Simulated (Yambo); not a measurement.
```
CELL_PARAMETERS angstrom
      2.53835    -3.70662     0.00000
      2.53835     3.70662     0.00000
     -1.62088     0.00000     2.38110
ATOMIC_POSITIONS crystal
  I  0.50000 0.50000 0.50000
```

The geometry is that of Materials Project entry mp-639751, symmetrised and not relaxed again.

Problem. Where are the main features of Im ε from RPA with local fields on PBEsol bands (Yambo; 10×10×14 mesh, 56 bands, 4 Ry local-field block, 0.25 eV broadening; field along z)?

Solution. Peaks at 7.0 eV (4.5), 13.5 eV (0.9), 14.0 eV (0.9), heights in brackets. Only interband transitions are included: the Drude term is missing, so nothing below about 0.6 eV and no real part is shown. Peak heights and small wiggles depend on the k mesh. Spin-orbit coupling is left out; for elements this heavy it splits bands near the Fermi level.

The structure is a Materials Project entry; no match was found in the copy of COD used, and its stability was not checked.
